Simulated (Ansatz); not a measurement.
Here is the system:

W:
```xyz
2
Lattice="0.0000 2.8782 2.8782 2.8782 0.0000 2.8782 2.8782 2.8782 0.0000" Properties=species:S:1:pos:R:3 pbc="T T T"
W      0.0000     0.0000     0.0000
W      1.4391     1.4391     1.4391
```

This is the PBEsol-relaxed structure.

Task: All from PBEsol (plane waves, PAW; program Ansatz), unless another level is named. Give the highest zone-centre frequency.

Result: 154 cm⁻¹.

Task: Predict the bulk modulus (Birch–Murnaghan fit).

Result: 1300 kbar.

Space group Fd-3m (diamond). The start of the workflow was typed in or built on a structure type; neither database checked (COD, Materials Project) lists it. It is not the phase usual at ambient conditions (space group No. 229). The cell was relaxed with PBEsol under the symmetry of its start. At this level the phase is mechanically unstable. The run is not spin-polarised. As this level gives no gap, phonon frequencies hold no LO–TO term and depend on the k-mesh and smearing (Fermi–Dirac, 0.1 eV here). Spin–orbit coupling is left out wherever it is not named.

Potentials: the later of the program's two PAW sets.
